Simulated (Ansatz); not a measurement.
Consider the following.

AlPd3N:
```
AlPd3N
1.0
    4.10384     0.00000     0.00000
    0.00000     4.10384     0.00000
    0.00000     0.00000     4.10384
Al Pd N
1 3 1
Direct
  0.00000   0.00000   0.00000
  0.00000   0.50000   0.50000
  0.50000   0.00000   0.50000
  0.50000   0.50000   0.00000
  0.50000   0.50000   0.50000
```

This is the r²SCAN-relaxed structure.

Q: All from DFT-r²SCAN in the program Ansatz with PAW potentials, unless another level is named. Estimate the electronic character.

A: metallic (no gap).

Q: Next, the density of states at the Fermi level?

A: 0.23 states/eV per atom (mean over ±0.08 eV).

Q: Next, the formation energy from the elements (no fitted shifts)?

A: 0.004 eV/atom.

Q: What about the gap with spin–orbit coupling?

A: none (metallic).

Space group Pm-3m (anti-perovskite). The start of the workflow was typed in or built on a structure type; neither database checked (COD, Materials Project) lists it. Its standing as an ambient phase is unchecked. The r²SCAN relaxation kept the symmetry of its start; its stability against distortions is not shown here. The run is not spin-polarised. The volume moved by 16 % from the start of the relaxation. The references are the lowest solids computed at this level, not always the standard phases (solids in place of the gases). Spin–orbit coupling is left out wherever it is not named.

Potentials: the later of the program's two PAW sets.
